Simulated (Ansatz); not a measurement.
K3NaSe2O8 — coordination and K-41 quadrupole coupling

Cell: a structure deposited in the COD, its atoms then relaxed with PBE in this cell.

```cif
data_K3NaSe2O8
_symmetry_space_group_name_H-M 'P-3m1'
_symmetry_Int_Tables_number 164
_cell_length_a 5.9060
_cell_length_b 5.9060
_cell_length_c 7.5520
_cell_angle_alpha 90.000
_cell_angle_beta 90.000
_cell_angle_gamma 120.000
loop_
_atom_site_label
_atom_site_type_symbol
_atom_site_symmetry_multiplicity
_atom_site_Wyckoff_symbol
_atom_site_fract_x
_atom_site_fract_y
_atom_site_fract_z
K1 K 2 d 0.3333 0.6667 0.8351
K3 K 1 b 0.0000 0.0000 0.5000
Na Na 1 a 0.0000 0.0000 0.0000
Se Se 2 d 0.3333 0.6667 0.2780
O7 O 2 d 0.3333 0.6667 0.4958
O9 O 6 i 0.1807 0.3615 0.1982
```

One atom of each set is listed.

Method: Kohn–Sham DFT in Ansatz, PBE, plane waves and PAW, scalar-relativistic, 420 eV cutoff, Γ-centred 5×5×3 k-points, Fermi–Dirac smearing 0.02 eV.

Q(K-41) = 73.40 mb.

Problem. Order the K environments from the weakest to the strongest quadrupole coupling.
A. K1: 10 O at 2.56–3.15 Å
B. K3: 12 O at 2.94–3.41 Å

Solution. A (0.013 MHz, η = 0.00), B (2.70 MHz, η = 0.00).

An axis of threefold or higher order runs through K1 and K3, so V_zz lies along it and η is zero.
